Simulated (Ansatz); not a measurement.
# ZnAg: a fit and a missing row

ZnAg, Pm-3m, a = 3.140 Å. The structure is a COD entry; whether it is the stable form wasn't checked. Ansatz: r2SCAN, PAW, 500 eV, Γ-centred 14×14×14 mesh on 2 atoms, Gaussian smearing 0.10 eV; no spin polarisation. Symmetry fixes shape and atoms, so the cell is only scaled; pressure is positive in compression.

```
V (Å³/atom) P (GPa)
     13.619    19.57
     14.084    13.19
     14.548     7.92
     15.012     3.57
     15.477    -0.03
     15.941    -2.98
     16.405        ?
     17.024    -7.96
```

**Question.** Take V0 = 15.477 Å³/atom, count pressures from its P0 = -0.03 GPa, fit the third-order Birch–Murnaghan form to the other rows, and predict the missing pressure.

**Answer.** With the Eulerian strain f = ½[(V0/V)^(2/3) − 1] and y = (P − P0)/[3f(1 + 2f)^(5/2)], the form is the line y = B0 + 1.5 B0 (B0′ − 4) f. Rows (f, y): 0.04450, 118.6; 0.03245, 116.0; 0.02107, 113.4; 0.01027, 111.1; -0.00975, 105.9; -0.03077, 100.7. Means f = 0.01129, y = 110.95; Σ(Δf)² = 0.003859, ΣΔfΔy = 0.9221; the slope is their ratio. y = 108.3 + 238.9 f GPa, so B0 = 108.3 GPa and B0′ = 4 + 2 × (238.9)/(3 × 108.3) = 5.47. At V = 16.405, f = -0.01904, y = 103.75 and P = -5.41 GPa. The run gave -5.41 GPa, the same to the digits shown.